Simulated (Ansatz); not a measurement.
Ansatz (a program for electronic structure) input:

Ansatz 0.2 input:
```yaml
crystal:
  lattice:
    - [0.0, 2.6999954688, -2.6555405727]
    - [0.0, 2.6999954688, 2.6555405727]
    - [5.9765351347, 0.0, 0.0]
  atoms:
    - { symbol: Li, position: [0.4945700868, 0.5054299132, 0.5] }
    - { symbol: Li, position: [0.4945700868, 0.5054299132, 0.0] }
    - { symbol: S, position: [0.5258214422, 0.0035406552, 0.75] }
    - { symbol: S, position: [0.9964593448, 0.4741785578, 0.25] }
    - { symbol: H, position: [0.0084467828, 0.1138677434, 0.25] }
    - { symbol: H, position: [0.8861322566, 0.9915532172, 0.75] }
kpoints:
  mp_grid: { grid: [7, 7, 5] }
hamiltonian:
  xc: lda
  pseudopotentials: { kind: paw }
scf:
  occupations: { method: fixed }
phonons:
  method: dfpt
  response_accuracy: low
  eigenvectors: true
  rigid_motions: translations
  dielectric: true
  raman: true
```

Output (shortened):

```
Pseudopotential: Li, paw, valence charge 3
Pseudopotential: S, paw, valence charge 6
Pseudopotential: H, paw, valence charge 1
Functional definition: SPW92
Crystal: 6 atoms, lattice volume = 85.703 Å³
Basis set: ecut = 420 eV, 1679 PW (Γ), exchange–correlation on 54×54×80 points (8 copies of the dense FFT grid, shifted against one another)
Bands: 16, of which v1, the nominal top of the filled ones, is band 10 counted from 1 (9 counted from 0)
Symmetry: 4 space group operations
k-points: 123 of 245 (irreducible under 1 space group operation, time reversal used)
SCF iter   1: F=—  HF=-2178.307112 eV  |F-HF|=—  |Δ(HF+E_count)|=         —  Δρ=7.49e-3  dr2=2.99e-2  ethr=1.77e-3  ⟨swp⟩=4.9  Hψ=9572  notcnv=0  defer=488
preconditioner: auto → none
SCF iter   2: F=—  HF=-2178.291508 eV  |F-HF|=—  |Δ(HF+E_count)|=   1.56e-2  Δρ=3.00e-3  dr2=4.07e-3  ethr=1.49e-4  ⟨swp⟩=2.9  Hψ=3923  notcnv=0  defer=492
SCF iter   3: F=—  HF=-2178.289021 eV  |F-HF|=—  |Δ(HF+E_count)|=   2.49e-3  Δρ=4.33e-4  dr2=1.93e-4  ethr=2.04e-5  ⟨swp⟩=2.0  Hψ=3263  notcnv=0  defer=492
SCF iter   4: F=—  HF=-2178.288958 eV  |F-HF|=—  |Δ(HF+E_count)|=   6.29e-5  Δρ=9.90e-5  dr2=4.38e-6  ethr=9.63e-7  ⟨swp⟩=2.0  Hψ=2558  notcnv=0  defer=228
SCF iter   5: F=—  HF=-2178.288958 eV  |F-HF|=—  |Δ(HF+E_count)|=   2.02e-7  Δρ=1.75e-5  dr2=1.53e-7  ethr=2.19e-8  ⟨swp⟩=2.3  Hψ=2788  notcnv=0  defer=180
SCF iter   6: F=—  HF=-2178.288957 eV  |F-HF|=—  |Δ(HF+E_count)|=   1.01e-6  Δρ=2.95e-6  dr2=5.60e-9  ethr=7.63e-10  ⟨swp⟩=2.3  Hψ=2677  notcnv=0  defer=180
SCF iter   7: F=—  HF=-2178.288957 eV  |F-HF|=—  |Δ(HF+E_count)|=   1.06e-9  Δρ=8.11e-7  dr2=1.93e-10  ethr=2.80e-11  ⟨swp⟩=2.0  Hψ=2548  notcnv=0  defer=180
SCF iter   8: F=-2178.288957 eV  HF=-2178.288957 eV  |F-HF|=1.82e-12  |Δ(HF+E_count)|=  4.27e-11  Δρ=7.56e-8  dr2=4.45e-12  ethr=1.00e-12  ⟨swp⟩=10.7  Hψ=12778  notcnv=0
SCF 1 converged in 8 iterations: F = -2178.288957 eV  dr2 = 4.45e-12
NSCF: frozen V_eff on 9 k-points
DFPT response loops at Γ: preconditioner auto → Resta (q_TF=auto, 2.141 Å⁻¹)  ε∞=4.4 (no band partly filled) …
── the response to a field inside a basis, on 10×10×6 k-points: an SCF that follows is theirs, and a resumed run solves both again ──
Crystal: 6 atoms, lattice volume = 85.703 Å³
Bands: 11, of which v1, the nominal top of the filled ones, is band 10 counted from 1 (9 counted from 0)
k-points: 90 of 600 (time reversal used)
SCF iter   1: F=—  HF=-2178.287744 eV  |F-HF|=—  |Δ(HF+E_count)|=         —  Δρ=1.07e-4  dr2=1.95e-6  ethr=1.00e-1
preconditioner: auto → none
SCF iter   2: F=—  HF=-2178.287745 eV  |F-HF|=—  |Δ(HF+E_count)|=   7.54e-7  Δρ=5.23e-5  dr2=4.35e-7  ethr=9.74e-9
SCF iter   3: F=—  HF=-2178.287745 eV  |F-HF|=—  |Δ(HF+E_count)|=   3.03e-7  Δρ=4.27e-6  dr2=1.57e-8  ethr=2.18e-9
SCF iter   4: F=—  HF=-2178.287745 eV  |F-HF|=—  |Δ(HF+E_count)|=   4.18e-9  Δρ=7.72e-7  dr2=2.34e-10  ethr=7.87e-11
SCF iter   5: F=-2178.287745 eV  HF=-2178.287745 eV  |F-HF|=6.37e-12  |Δ(HF+E_count)|=  3.77e-11  Δρ=1.33e-7  dr2=1.32e-11  ethr=1.17e-12
SCF 1 converged in 5 iterations: F = -2178.287745 eV  dr2 = 1.32e-11
DFPT response loops at Γ: preconditioner auto → Resta (q_TF=auto, 2.141 Å⁻¹)  ε∞=4.3 (no band partly filled) …
DFPT response loops at Γ: mixed as the last ones told, above
SCF converged after 8 iterations
Free energy (F): -2178.288957 eV
Harris-Foulkes:  -2178.288957 eV  (|F-HF|=1.82e-12)
Internal energy: -2178.288957 eV  (E = F + TS)
E sigma→0 (E₀):  -2178.288957 eV
Fermi energy:    1.493854 eV
--- Per-component energies (eV) ---
  E_band       = -217.441389
  E_kinetic    = 286.293672
  E_local      = -594.318635  (includes V_loc(G=0)·N_el)
  E_nonlocal   = -3.914557
  E_hartree    = 178.378250
  E_xc         = -231.983613
  E_vxc        = -226.941547  (∫ρ·V_xc dr)
  E_paw        = -1175.831588  (= ΣΔE_a)
  E_vpaw       = -35.314641  (= ΣTr[D̂ρ^β])
  E_aug_tail   = -0.002182  (compensation charges beyond the density's cutoff)
  E_ewald      = -637.216698
  E_core_change = 0.306395  (= ΣΔE_core)
  E_smearing   =  0.000000  (= −TS)
  E_closure    =  0.000000  (closes the sum)
  Σ components = -2178.288957   (vs F -2178.288957, Δ=0.00e0)
  [band-id]    e_kinetic+e_local+e_nonlocal+2·e_hartree+e_vxc+e_vpaw+e_augmentation_tail = -217.441391   (vs E_band -217.441389, Δ=-1.87e-6)
--- Band table (eV; the first three rows and the last of 123) ---
  k-point 0: bands = ["-41.5244", "-41.5138", "-10.9661", "-10.4344", "-1.5172", "-1.4623", "-0.9870", "0.7985", "0.8512", "1.4939", "4.5352", "4.7877", "6.4176", "6.7620", "9.2675", "9.2970"]
  k-point 1: bands = ["-41.5234", "-41.5148", "-10.9197", "-10.4902", "-1.5033", "-1.4583", "-0.8087", "0.7848", "0.8331", "1.1381", "4.6923", "4.8353", "6.4862", "6.9456", "9.5336", "9.5607"]
  k-point 2: bands = ["-41.5207", "-41.5175", "-10.7945", "-10.6308", "-1.4749", "-1.4574", "-0.3126", "0.3933", "0.7861", "0.7982", "4.8647", "4.8982", "6.7842", "7.1394", "9.7258", "10.1258"]
  k-point 122: bands = ["-41.5225", "-41.5141", "-10.4537", "-10.1605", "-3.8479", "-1.8607", "-1.1038", "0.0019", "0.6277", "0.6762", "6.2289", "7.0971", "7.9494", "8.7505", "9.1031", "9.7706"]
--- Phonons (Γ-DFPT): 9 representative perturbations + reference, on 123 of 245 k-points (Σ response iterations 27) ---
  ASR residual: 3.845e-5 → 0.000e0 eV/Å²; symmetrization residual: 2.917e-6 eV/Å²
  ASR residual per site (eV/Å²): 7.85e-6 7.85e-6 1.11e-5 1.11e-5 3.85e-5 3.85e-5
  Γ frequencies (cm⁻¹): 0.00 0.00 0.00 82.03 126.78 127.85 127.95 182.23 303.50 314.04 325.46 327.14 358.28 360.21 371.16 472.22 2486.69 2486.71
  ε∞ (high-frequency dielectric tensor):
        3.378661     0.000000     0.000000
        0.000000     3.507467     0.000000
        0.000000     0.000000     3.493065
  ε⁰ (static dielectric tensor: ions relaxed, cell fixed):
        7.187781     0.000000     0.000000
        0.000000     5.187748     0.000000
        0.000000     0.000000     5.239775
  ε⁰ − ε∞ (ionic part):
        3.809120     0.000000     0.000000
        0.000000     1.680281     0.000000
        0.000000     0.000000     1.746710
  softest optical mode at Γ: 82.03 cm⁻¹; the repairs (sum rule, projections) moved no ω² at Γ by more than (4.98 cm⁻¹)²
  Born effective charges Z* (e; rows j = field, columns β = displacement):
    site 0:
         0.96576    0.03572    0.00000
         0.01873    0.91634    0.00000
         0.00000    0.00000    0.91359
    site 1:
         0.96576   -0.03572    0.00000
        -0.01873    0.91634    0.00000
         0.00000    0.00000    0.91359
    site 2:
        -1.06869    0.00000    0.00000
         0.00000   -1.12416   -0.17233
         0.00000   -0.19559   -1.13056
    site 3:
        -1.06869    0.00000    0.00000
         0.00000   -1.12416    0.17233
         0.00000    0.19559   -1.13056
    site 4:
         0.10293    0.00000    0.00000
         0.00000    0.20781    0.12958
         0.00000    0.10592    0.21697
    site 5:
         0.10293    0.00000    0.00000
         0.00000    0.20781   -0.12958
         0.00000   -0.10592    0.21697
  Z* charge neutrality: 7.599e-4 e pre-enforcement
  solved inside a basis spanned on kpoints, on 10×10×6 k-points: ε∞ is read to err by 8.7e-3, Z* by 7.1e-3 e (field_mesh: kpoints solves on kpoints) …
  Raman tensors (in the event stream and the table raman_tensors.tsv) …
  optical modes at Γ without the LO–TO term, one row a degenerate level:
      ω (cm⁻¹)  modes    IR ((D/Å)²/amu)  static Raman (Å⁴/amu)  depolarisation
         82.03      1             0.6349                 0.1604           0.750
        126.78      1             0.0000                 0.1034           0.750
        127.85      1             0.2129                 1.3196           0.065
        127.95      1             0.1889                 0.0011           0.750
        182.23      1             0.0000                 0.1979           0.750
        303.50      1             0.3996                 0.1185           0.750
        314.04      1             0.5119                 1.6454           0.277
        325.46      1             1.2799                 6.6956           0.750
        327.14      1             0.0000                 7.1081           0.750
        358.28      1             6.6135                 1.6223           0.150
        360.21      1             6.5762                 0.3814           0.750
        371.16      1             6.4234                 0.0762           0.750
        472.22      1             0.1090                 5.8059           0.750
       2486.69      1             2.7742              5396.7617           0.079
       2486.71      1             2.9184              3455.4917           0.750
  optical modes at Γ + LO–TO along q̂ = [1.0000, 0.0000, 0.0000]:
      ω (cm⁻¹)  modes    IR ((D/Å)²/amu)  static Raman (Å⁴/amu)  depolarisation
         99.57      1             0.2920                 0.3340           0.750
        126.78      1             0.0000                 0.1034           0.750
        127.85      1             0.2129                 1.3196           0.065
        127.95      1             0.1889                 0.0011           0.750
        182.23      1             0.0000                 0.1979           0.750
        303.50      1             0.3996                 0.1185           0.750
        314.04      1             0.5119                 1.6454           0.277
        327.14      1             0.0000                 7.1081           0.750
        330.92      1             0.1712                 6.2168           0.750
        358.28      1             6.6135                 1.6223           0.150
        360.21      1             6.5762                 0.3814           0.750
        438.64      1             7.8751                 0.0002           0.750
        472.22      1             0.1090                 5.8059           0.750
       2486.69      1             2.7742              5396.7617           0.079
       2486.71      1             2.9184              3455.4917           0.750
  optical modes at Γ + LO–TO along q̂ = [0.0000, 1.0000, 0.0000]:
      ω (cm⁻¹)  modes    IR ((D/Å)²/amu)  static Raman (Å⁴/amu)  depolarisation
         82.03      1             0.6349                 0.1604           0.750
        126.78      1             0.0000                 0.1034           0.750
        127.85      1             0.2129                 1.3196           0.065
        131.49      1             0.0884                 0.0078           0.750
        182.23      1             0.0000                 0.1979           0.750
        305.55      1             0.0758                 0.1190           0.750
        314.04      1             0.5119                 1.6454           0.277
        325.46      1             1.2799                 6.6956           0.750
        327.14      1             0.0000                 7.1081           0.750
        358.28      1             6.6135                 1.6223           0.150
        371.16      1             6.4234                 0.0762           0.750
        421.21      1             6.6016                 2.8630           0.750
        473.91      1             0.4578                 4.4512           0.750
       2486.69      1             2.7742              5396.7617           0.079
       2490.91      1             2.9685              3422.5020           0.750
  optical modes at Γ + LO–TO along q̂ = [0.0000, 0.0000, 1.0000]:
      ω (cm⁻¹)  modes    IR ((D/Å)²/amu)  static Raman (Å⁴/amu)  depolarisation
         82.03      1             0.6349                 0.1604           0.750
        126.78      1             0.0000                 0.1034           0.750
        127.95      1             0.1889                 0.0011           0.750
        131.82      1             0.0979                 1.2675           0.055
        182.23      1             0.0000                 0.1979           0.750
        303.50      1             0.3996                 0.1185           0.750
        316.22      1             0.0709                 1.6204           0.171
        325.46      1             1.2799                 6.6956           0.750
        327.14      1             0.0000                 7.1081           0.750
        360.21      1             6.5762                 0.3814           0.750
        371.16      1             6.4234                 0.0762           0.750
        421.98      1             7.1212                 1.8518           0.095
        472.22      1             0.1090                 5.8059           0.750
       2486.71      1             2.9184              3455.4917           0.750
       2490.69      1             2.8224              5392.7304           0.079
```

Cost: around 7 core-minutes (rough) on shared cores.

Space group Ama2. The workflow started from an entry of the Crystallography Open Database (COD), which files this formula under 3 space groups. Whether it is the stable phase at ambient conditions was not checked. The LDA relaxation kept the symmetry of its start. At this level the phase is dynamically unstable (imaginary phonons).

Potentials: the later of the program's two PAW sets.

Ansatz is a plane-wave DFT program.
